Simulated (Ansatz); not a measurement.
AlCo3B (anti-perovskite, Pm-3m) under volume change, r²SCAN (plane waves, PAW; program Ansatz), scaled uniformly.

| V (Å³/atom) | E − E(relaxed) (meV/atom) | P (GPa) |
|---|---|---|
| 9.541 | 57.2 | 21.76 |
| 9.856 | … | … |
| 10.170 | … | … |
| 10.485 | 0.0 | 0.01 |
| 10.799 | 4.8 | -5.10 |
| 11.114 | 19.3 | -9.40 |
| 11.428 | 41.8 | -13.45 |

### Question
Complete the blanks.

### Answer

- 10.170, E − E(relaxed) (meV/atom): 5.8
- 10.170, P (GPa): 6.19
- 9.856, E − E(relaxed) (meV/atom): 23.6
- 9.856, P (GPa): 12.73

### Question
What does a third-order Birch–Murnaghan fit give for V₀, B₀ and B′?

### Answer
V₀ = 10.48 Å³/atom, B₀ = 186 GPa, B′ = 4.4.

The start of the workflow was typed in or built on a structure type; neither database checked (COD, Materials Project) lists it. Its standing as an ambient phase is unchecked. Symmetry was held in the r²SCAN relaxation; its stability against distortions is not shown here. The final state is ferromagnetic, chosen from 4 collinear starts compared on coarse meshes (ties went to the first, and starts can fall back to one state), not a proven ground state. The volume moved by -15 % from the start of the relaxation. Other orbital occupations within this spin state were not tried.

Potentials: the earlier of the program's two PAW sets.
